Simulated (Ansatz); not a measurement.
Cs₂SnI₆ (Fm-3m), relaxed with PBEsol (Ansatz, a program for electronic structure, plane waves, PAW): a = 11.555 Å, b = 11.555 Å, c = 11.555 Å, α = 90.00°, β = 90.00°, γ = 90.00°.

* **ΔH_f (eV/atom)**: -0.92
* **B₀ by P(V) fit (GPa)**: 11.1
* **K_Hill (GPa)**: 11.0
* **G_Hill (GPa)**: 5.4
* **Θ_D (K)**: 98.9

Question: The same phase is relaxed and computed with LDA in the same code. What are the cell and these values now?

Answer: a = 11.280 Å, b = 11.280 Å, c = 11.280 Å, α = 90.00°, β = 90.00°, γ = 90.00°.

- ΔH_f (eV/atom): -0.92
- B₀ by P(V) fit (GPa): 16.9
- K_Hill (GPa): 17.3
- G_Hill (GPa): 7.3
- Θ_D (K): 114

All cells were relaxed under the symmetry of their starts (and spin orders); stability against distortions was not tested throughout. Spin–orbit coupling is left out wherever it is not named.

Potentials: the later of the program's two PAW sets.

Ansatz is a plane-wave DFT program.

Formation energies count from the lowest solids of the elements computed at the same level, not from gases.
